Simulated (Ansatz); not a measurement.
Ga5As2P3 (I-4m2) at 3 levels of theory

One geometry, relaxed with PBE; plane waves with PAW potentials in Ansatz, scalar-relativistic. No spin polarisation. Gaps are the least over mesh and band path; pressure is positive in compression.

```
Ga P As
1.0
    -1.97907    1.97907   14.01409
     1.97907   -1.97907   14.01409
     1.97907    1.97907  -14.01409
Ga P As
5 3 2
Cartesian
  0.0000 0.0000 25.0977
  0.0000 0.0000 8.3647
  0.0000 0.0000 19.6635
  0.0000 0.0000 2.9305
  0.0000 0.0000 14.0141
  1.9791 0.0000 7.0070
  0.0000 1.9791 4.2892
  0.0000 1.9791 9.7249
  1.9791 0.0000 1.4643
  1.9791 0.0000 12.5498
```

```tsv
level	cutoff (eV)	k mesh	gap (eV)	pressure (GPa)
PBE	420	10×10×10	0.93	0.0
r2SCAN	500	10×10×10	1.42	-2.6
LDA	420	10×10×10	0.71	-4.8
```

The structure comes from a generated guess; another structure or a mixture of phases may lie lower.
